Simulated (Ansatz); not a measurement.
All numbers below come from DFT PBE, scalar-relativistic, plane waves, PAW (Ansatz). All cells share a 420 eV cutoff and Γ-centred k meshes spaced at most about 0.3 Å⁻¹ (about 0.25 or finer for metals, 2π included). No spin polarisation in the final relaxations.

Temperature and zero-point effects are left out.

Compare these two cells of ZnCd3O4, each relaxed at this level.

A.

```cif
data_structure
_symmetry_space_group_name_H-M 'P4/mmm'
_symmetry_Int_Tables_number 123
_cell_length_a 3.3253
_cell_length_b 3.3253
_cell_length_c 9.2688
_cell_angle_alpha 90.000
_cell_angle_beta 90.000
_cell_angle_gamma 90.000
_cell_volume 102.49
loop_
_atom_site_label
_atom_site_type_symbol
_atom_site_symmetry_multiplicity
_atom_site_Wyckoff_symbol
_atom_site_fract_x
_atom_site_fract_y
_atom_site_fract_z
_atom_site_occupancy
Zn1 Zn 1 a 0.00000 0.00000 0.00000 1
Cd1 Cd 2 h 0.50000 0.50000 0.24153 1
Cd2 Cd 1 b 0.00000 0.00000 0.50000 1
O1 O 2 g 0.00000 0.00000 0.23188 1
O2 O 1 d 0.50000 0.50000 0.50000 1
O3 O 1 c 0.50000 0.50000 0.00000 1
```

B.

```cif
data_structure
_symmetry_space_group_name_H-M 'P-43m'
_symmetry_Int_Tables_number 215
_cell_length_a 4.9987
_cell_length_b 4.9987
_cell_length_c 4.9987
_cell_angle_alpha 90.000
_cell_angle_beta 90.000
_cell_angle_gamma 90.000
_cell_volume 124.90
loop_
_atom_site_label
_atom_site_type_symbol
_atom_site_symmetry_multiplicity
_atom_site_Wyckoff_symbol
_atom_site_fract_x
_atom_site_fract_y
_atom_site_fract_z
_atom_site_occupancy
Zn1 Zn 1 a 0.00000 0.00000 0.00000 1
Cd1 Cd 3 c 0.00000 0.50000 0.50000 1
O1 O 4 e 0.76782 0.76782 0.23218 1
```

Question: Which would you expect to be lower, and how large is the difference?

Answer: B is lower, by 59 meV/atom. A has Zn and Cd ordered on rock salt sites, space group P4/mmm (No. 123), 12.8 Å³/atom and no gap on its mesh; B has Zn and Cd ordered on zinc blende sites, space group P-43m (No. 215), 15.6 Å³/atom and no gap. Counting O atoms around Cd and Zn (those within 1.25 times the shortest such distance or 1.15 times the sum of covalent radii, 1.27 where that leaves under three; a plus sign parts nearer from farther groups), A has Zn 2+4, Cd 6 and B has Zn 4, Cd 4. The lower one is the more open, so pressure narrows the difference. In A, around Zn lie 2 O at 2.15 Å and 4 O at 2.35 Å; Cd on a site of symmetry 4mm is surrounded by 6 O at 2.24–2.40 Å; O on a site of symmetry 4mm has 1 Zn at 2.15 Å and 5 Cd at 2.35–2.49 Å; 3 more sites not described. In B, Zn is surrounded by 4 O at 2.01 Å; Cd has 4 O at 2.22 Å; O has 1 Zn at 2.01 Å and 3 Cd at 2.22 Å. Both come from invented guesses.

The zero gap of P4/mmm, P-43m may come from the functional, which often closes small gaps. With atoms moved at random, P-43m came back. Other cells relaxed within their symmetry can be saddle points.
